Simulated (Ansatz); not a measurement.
# TaRu (P4/mmm): from strained cells to moduli

```yaml
crystal:
  lattice:
    - [3.02506, 0.00000, 0.00000]
    - [0.00000, 3.02506, 0.00000]
    - [0.00000, 0.00000, 3.38582]
  atoms:
    - { symbol: Ta, position: [0.50000, 0.50000, 0.50000] }
    - { symbol: Ru, position: [0.00000, 0.00000, 0.00000] }
```

Computed, not measured; unless marked otherwise by PBEsol, PAW on Ansatz 0.2.0's default frozen-core files (fitted under PBE), scalar-relativistic. k mesh 14×14×12, Fermi-Dirac smearing of 0.100 eV, cutoff 420 eV. The cell was relaxed by PAW under this functional.

The cell is tetragonal and carries a residual pressure of 0.01 GPa at this level. Each strain component that symmetry leaves independent is applied at ±0.005, the ions relax wherever a strain frees them, and the stress (tension positive, GPa) is read. Shears are engineering strains, γ = 2ε.

| strain | size | σxx | σyy | σzz | σyz | σxz | σxy |
| --- | --- | --- | --- | --- | --- | --- | --- |
| xx | -0.005 | -2.1067 | -1.0237 | -1.0868 | 0.0000 | 0.0000 | 0.0000 |
| xx | +0.005 | 1.9971 | 0.9650 | 1.0562 | 0.0000 | 0.0000 | 0.0000 |
| zz | -0.005 | -1.1077 | -1.1077 | -1.9379 | 0.0000 | 0.0000 | 0.0000 |
| zz | +0.005 | 1.0356 | 1.0356 | 1.8912 | 0.0000 | 0.0000 | 0.0000 |
| yz | -0.005 | -0.0169 | -0.0225 | -0.0149 | -0.3682 | 0.0000 | 0.0000 |
| yz | +0.005 | -0.0169 | -0.0225 | -0.0149 | 0.3682 | 0.0000 | 0.0000 |
| xy | -0.005 | -0.0198 | -0.0198 | -0.0131 | 0.0000 | 0.0000 | -0.3584 |
| xy | +0.005 | -0.0198 | -0.0198 | -0.0131 | 0.0000 | 0.0000 | 0.3584 |

A central difference gives one constant, for example C11 ≈ (1.9971 − (-2.1067))/(0.01) = 410.4 GPa; the program then imposes the crystal's symmetry on the whole matrix.

Task: What are the independent elastic constants?

Result: C11 = 410.4, C12 = 198.9, C13 = 214.3, C33 = 382.9, C44 = 73.6, C66 = 71.7 GPa.

Task: Is the crystal stable against homogeneous strain?

Result: The least eigenvalue of the 6×6 matrix is 71.7 GPa, so yes.

Task: What moduli does a random aggregate of grains have?

Result: Voigt and Reuss bounds: B from 273.1 to 273.2 and G from 80.4 to 82.2 GPa; their means are B = 273.2 and G = 81.3 GPa. Then E = 9BG/(3B + G) = 222.0 GPa, ν = (3B − 2G)/(6B + 2G) = 0.365 and B/G = 3.36, on the ductile side of Pugh's 1.75 (a rule of thumb).

Task: With the density of 15.115 g/cm³, how fast does sound travel, and what Debye temperature follows?

Result: 

```csv
direction,slow (m/s),middle (m/s),fast (m/s)
x,2178,2207,5211
y,2178,2207,5211
z,2207,2207,5033
```

The mean of v⁻³ over directions and branches gives v_m = 2609 m/s and θ_D = (ħ/k_B) v_m (6π²n)^(1/3) = 312 K, n being atoms per volume. Young's modulus spans 201 to 269 GPa over directions, and the universal anisotropy index is 0.11.

Limits of these numbers: frozen-core PAW files fitted under PBE, their cores solved anew for the functional of the run; responses of metals move with mesh and smearing; no spin-orbit coupling on heavy atoms.
